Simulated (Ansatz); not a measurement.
**TaRu: moving Ta off its site**

TaRu, Pm-3m, a = 3.187 Å (as given, not relaxed at this level: -7.6 GPa). The structure is a COD entry; whether it is the stable form wasn't checked. Ansatz: r2SCAN, PAW, 500 eV, Γ-centred 16×16×16 mesh on 2 atoms, Gaussian smearing 0.15 eV; no spin polarisation.

```yaml
crystal:
  lattice:
    - [3.18700, 0.00000, 0.00000]
    - [0.00000, 3.18700, 0.00000]
    - [0.00000, 0.00000, 3.18700]
  atoms:
    - { symbol: Ta, position: [0.50000, 0.50000, 0.50000] }
    - { symbol: Ru, position: [0.00000, 0.00000, 0.00000] }
```

Atom 1 (Ta) moves by x along the unit vector (0.000, 0.000, 1.000), with its periodic images; all else is held. y is the free energy of the cell over the start, F the force along the path summed over the moved atoms. Symmetry makes y even in x.

```tsv
x (Å)	y (meV)	F (eV/Å)
-0.1000	?	?
-0.0500	4.80	0.19
0.0000	0.00	0.00
0.0125	0.30	-0.05
0.0250	1.20	-0.10
0.0375	2.70	-0.14
0.0625	7.53	-0.24
0.0750	10.87	-0.29
0.0875	14.86	-0.34
```

Fit y = c2 x² + c4 x⁴ to the energies of the other rows, give the force constant, and predict energy and force of the missing row.

Least squares on the rows shown. y = 1912.3 x² + 3706.4 x⁴. The force constant is 2 c2 = 3.82 eV/Å², for the cell as given, at -7.6 GPa (for all images moving together, not for a lone atom). With two atoms in a cubic cell this is the optical mode at Γ (in a metal it hangs on mesh and smearing): ω = 521.5 √(2 c2/μ) = 127 cm⁻¹ for μ = 64.85 u. The force −dy/dx at the missing row is 0.40 eV/Å (computed 0.40). At x = -0.1000 the fit asked for gives 19.49 meV. The run gave 19.50 meV, so the fit is 0.01 meV too low, a small miss on the scale of the series.

Spin–orbit coupling is left out, which can shift energies with elements as heavy as these.